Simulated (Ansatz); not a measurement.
SiC (wurtzite)

```xyz
8
Lattice="6.1838 0.0000 0.0000 -1.5460 2.6777 0.0000 0.0000 0.0000 5.0742" Properties=species:S:1:pos:R:3 pbc="T T T"
Si     1.5460     0.8926     0.0026
Si     4.6379     0.8926     0.0026
Si     0.0000     1.7851     2.5397
Si     3.0919     1.7851     2.5397
C      1.5460     0.8926     3.1698
C      4.6379     0.8926     3.1698
C      0.0000     1.7851     0.6327
C      3.0919     1.7851     0.6327
```

A phonon eigenvector at M = (0.5, 0.0, 0.0) is frozen into this cell: atom i moves by Q times the vector below, so Q is the largest atomic displacement, in Å. The cell is held. (q is in reciprocal vectors of the primitive cell; the cell shown is doubled to hold the pattern.)

```json
[
 {"atom": "Si1", "x": "0.027", "y": "0.016", "z": "-0.158"},
 {"atom": "Si2", "x": "-0.027", "y": "-0.016", "z": "0.158"},
 {"atom": "Si3", "x": "0.027", "y": "0.016", "z": "0.158"},
 {"atom": "Si4", "x": "-0.027", "y": "-0.016", "z": "-0.158"},
 {"atom": "C5", "x": "-0.818", "y": "-0.472", "z": "0.328"},
 {"atom": "C6", "x": "0.818", "y": "0.472", "z": "-0.328"},
 {"atom": "C7", "x": "-0.818", "y": "-0.472", "z": "-0.328"},
 {"atom": "C8", "x": "0.818", "y": "0.472", "z": "0.328"}
]
```

All values below come from PBE (plane waves to 420 eV, PAW, scalar-relativistic; Ansatz, a quantum-chemistry and plane-wave program). k mesh 6×12×7 (Γ-centred), Fermi-Dirac smearing 0.05 eV. SiC was relaxed with its symmetry unable to fall. The PAW data are Ansatz's earlier set.

At one point of the scan the forces (eV/Å) are:

```
atom      Fx      Fy      Fz
----  ------  ------  ------
Si1   -0.160  -0.092   0.544
Si2    0.020   0.011  -0.596
Si3   -0.020  -0.011  -0.596
Si4    0.160   0.092   0.544
C5     1.177   0.680  -0.479
C6    -1.345  -0.776   0.531
C7     1.345   0.776   0.531
C8    -1.177  -0.680  -0.479
```

Question: Which point is it?
A) Q = 0.033 Å
B) Q = 0.017 Å
C) Q = 0.083 Å
D) Q = 0.050 Å

Answer: D, Q = 0.050 Å

(A displaced cell: forces are minus the slopes of the energy, force constants its curvatures, and phonons follow from these.)
